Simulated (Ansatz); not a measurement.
C:
```
CELL_PARAMETERS angstrom
      2.45297     0.00000     0.00000
     -1.22649     2.12434     0.00000
      0.00000     0.00000     3.58539
ATOMIC_POSITIONS crystal
  C  0.33333 0.66667 0.00000
  C  0.66667 0.33333 0.00000
```

Relaxed with r²SCAN+D4. Special points in fractions of this cell's reciprocal vectors: Γ (0.000, 0.000, 0.000); M (0.500, 0.000, 0.000); K (0.333, 0.333, 0.000); A (0.000, 0.000, 0.500); L (0.500, 0.000, 0.500); H (0.333, 0.333, 0.500).

Question: List the band energies nearest the Fermi level at these points for r²SCAN+D4 in the plane-wave PAW code Ansatz.

Answer: In eV from the Fermi level; about four levels below and three above (degenerate sets whole), none deeper than 8.9 eV; … stands for higher levels left out; points with the same levels are listed once.

```json
[
 {"k": "Γ", "below": "-7.44 -3.28 -3.28", "above": "3.81 …"},
 {"k": "M", "below": "-6.91 -2.04", "above": "2.48 …"},
 {"k": "K", "below": "–", "above": "0.47 0.47 …"},
 {"k": "A", "below": "-8.87 -3.26 -3.26", "above": "…"},
 {"k": "L", "below": "-6.88 -3.06", "above": "1.12 …"},
 {"k": "H", "below": "-0.49 -0.49", "above": "…"}
]
```

Space group P6/mmm. The first step of the workflow began from a Materials Project structure, measured or hypothetical; the Crystallography Open Database copy checked does not list it. It is not the phase usual at ambient conditions (space group No. 194, 227). The r²SCAN+D4 relaxation kept the symmetry of its start; its stability against distortions is not shown here. The Fermi level of a semimetal is unsure by some 0.05 eV on such meshes.

Potentials: the later of the program's two PAW sets.
